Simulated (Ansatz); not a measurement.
Density of states of a AlSiMo6 cell (a crystal with Al and Mo atoms exchanged, relaxed), per eV and atom, broadened by Gaussian smearing of width 0.1 eV and averaged over bins of 0.2 eV, from 8 eV under the Fermi level at most up to where the solved bands end.

The calculation used DFT r2SCAN, scalar-relativistic, plane waves, PAW (Ansatz 0.2.0).

Plane waves to 500 eV, a k mesh through Γ of 6×6×6 on the computed 16-atom cell and Gaussian smearing (0.10 eV); no spin polarisation.

```xyz
16
Lattice="-4.9436 4.9280 -0.0012 -0.0197 4.9095 -4.9806 -4.9591 -0.0143 -5.0146" Properties=species:S:1:pos:R:3 pbc="T T T"
Mo   -7.4035    7.4280   -7.4872
Mo   -2.4958    2.4349   -2.5008
Si   -4.9564    4.8904   -5.0017
Si   -4.9178    0.0281   -4.9407
Al   -4.9492    7.3634   -6.2479
Mo   -4.9572    2.4106   -6.2643
Mo   -2.5118    6.1062   -4.9972
Mo   -7.3905    6.1167   -5.0263
Al   -6.1752    4.9583   -2.5596
Mo   -6.2060    4.9075   -7.5075
Mo   -4.9783    2.4937   -3.8100
Mo   -4.9674    7.3205   -3.7511
Mo   -7.4710    3.6868   -5.0365
Mo   -2.4545    3.7036   -4.9835
Mo   -3.7589    4.8961   -7.4778
Mo   -3.6872    4.9299   -2.5050
```

```
E − E_F (eV) total Mo 4d Mo 5s Si 3p Al 3p
       -7.75  0.010  0.002  0.003  0.002  0.000
       -7.55  0.084  0.019  0.021  0.014  0.003
       -7.35  0.150  0.040  0.031  0.023  0.006
       -7.15  0.224  0.067  0.039  0.032  0.010
       -6.95  0.166  0.057  0.026  0.022  0.007
       -6.75  0.270  0.094  0.047  0.039  0.012
       -6.55  0.255  0.098  0.036  0.037  0.011
       -6.35  0.085  0.034  0.010  0.012  0.003
       -6.15  0.040  0.011  0.013  0.008  0.003
       -5.95  0.144  0.038  0.047  0.031  0.014
       -5.75  0.269  0.087  0.075  0.058  0.026
       -5.55  0.415  0.166  0.091  0.089  0.039
       -5.35  0.450  0.208  0.079  0.096  0.041
       -5.15  0.514  0.285  0.070  0.095  0.040
       -4.95  0.657  0.411  0.077  0.102  0.041
       -4.75  0.799  0.543  0.082  0.095  0.051
       -4.55  0.810  0.572  0.082  0.081  0.049
       -4.35  0.789  0.588  0.072  0.057  0.045
       -4.15  0.783  0.609  0.062  0.050  0.040
       -3.95  0.862  0.690  0.056  0.052  0.041
       -3.75  1.020  0.826  0.051  0.067  0.050
       -3.55  1.163  0.952  0.051  0.072  0.058
       -3.35  1.131  0.937  0.048  0.071  0.044
       -3.15  1.073  0.893  0.041  0.070  0.038
       -2.95  1.060  0.891  0.038  0.063  0.034
       -2.75  1.012  0.849  0.042  0.051  0.035
       -2.55  0.928  0.775  0.038  0.041  0.039
       -2.35  0.967  0.813  0.040  0.033  0.044
       -2.15  1.025  0.869  0.042  0.032  0.044
       -1.95  1.009  0.851  0.043  0.030  0.043
       -1.75  1.023  0.860  0.044  0.029  0.045
       -1.55  0.930  0.792  0.037  0.022  0.036
       -1.35  0.896  0.762  0.039  0.019  0.033
       -1.15  0.862  0.725  0.039  0.019  0.034
       -0.95  0.724  0.603  0.033  0.017  0.031
       -0.75  0.701  0.577  0.035  0.017  0.030
       -0.55  0.696  0.574  0.034  0.018  0.026
       -0.35  0.734  0.607  0.036  0.020  0.025
       -0.15  0.702  0.579  0.035  0.022  0.021
        0.05  0.663  0.547  0.033  0.023  0.016
        0.25  0.634  0.524  0.030  0.022  0.015
        0.45  0.665  0.562  0.027  0.020  0.016
        0.65  0.676  0.586  0.023  0.016  0.015
```

The columns after the total are the largest Löwdin projections on the valence shells of the potentials, so they needn't add up, and the weight of a shell that a potential lacks goes to other orbitals. The cell has no gap on the mesh.

Cost: 2 runs of about 19 core-minutes in all (earlier runs that led there not counted), on Intel Xeon Platinum 8259CL (Skylake/Cascade Lake) (shared hosts).